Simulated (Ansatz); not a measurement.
Relaxed-ion elastic tensor of FeSi₂ in space group P4/mmm (No. 123; Fe on 1a, Si on 2h) in GPa (Voigt order), LDA (plane waves, PAW; program Ansatz); density 5.19 g/cm³, 11.95 Å³ per atom.

```
 376  89.2   108   0.0   0.0   0.0
89.2   376   108   0.0   0.0   0.0
 108   108   504   0.0   0.0   0.0
 0.0   0.0   0.0   122   0.0   0.0
 0.0   0.0   0.0   0.0   122   0.0
 0.0   0.0   0.0   0.0   0.0   132
```

Problem. Is the crystal mechanically stable?

Solution. Yes: the smallest eigenvalue of C is 122 GPa.

Problem. Work out the Voigt, Reuss and Hill averages.

Solution. K_V = 207, K_R = 203, K_H = 205; G_V = 138, G_R = 136, G_H = 137 GPa.

Problem. Give Young's modulus, Poisson's ratio, Pugh's ratio and the universal anisotropy index.

Solution. E = 9KG/(3K + G) = 336 GPa; ν = 0.23; K/G = 1.50 (brittle by the Pugh limit of 1.75); A_U = 5G_V/G_R + K_V/K_R − 6 = 0.13.

Problem. Estimate the sound speeds and the Debye temperature.

Solution. v_l = √((K + 4G/3)/ρ) = 8640 m/s, v_t = √(G/ρ) = 5140 m/s, mean 5690 m/s; Θ = (h/k)(3n/4πV)^(1/3) v_m = 741 K.

Problem. Solve the Christoffel equation for the three sound speeds along x, y, z.

Solution. Eigenvalues of C_ijkl n_j n_l equal ρv². In km/s, slowest first: x 4.84, 5.04, 8.51; y 4.84, 5.04, 8.51; z 4.84, 4.84, 9.85.

Problem. How much does each axis shrink under pressure?

Solution. Linear compressibilities β_i = Σ_j S_ij (j = 1 to 3): x 1.9, y 1.9, z 1.2 per TPa.

The first step of the workflow began from a Materials Project structure, measured or hypothetical; the Crystallography Open Database files this formula in space group No. 123, but the cells were not matched. Whether it is the stable phase at ambient conditions was not checked. The cell was relaxed with LDA under the symmetry of its start; of distortions, only those at the zone centre were tested. No spin polarisation was allowed. As this level gives no gap, shear constants depend on the k-mesh and smearing (Fermi–Dirac, 0.1 eV here).

Potentials: the later of the program's two PAW sets.
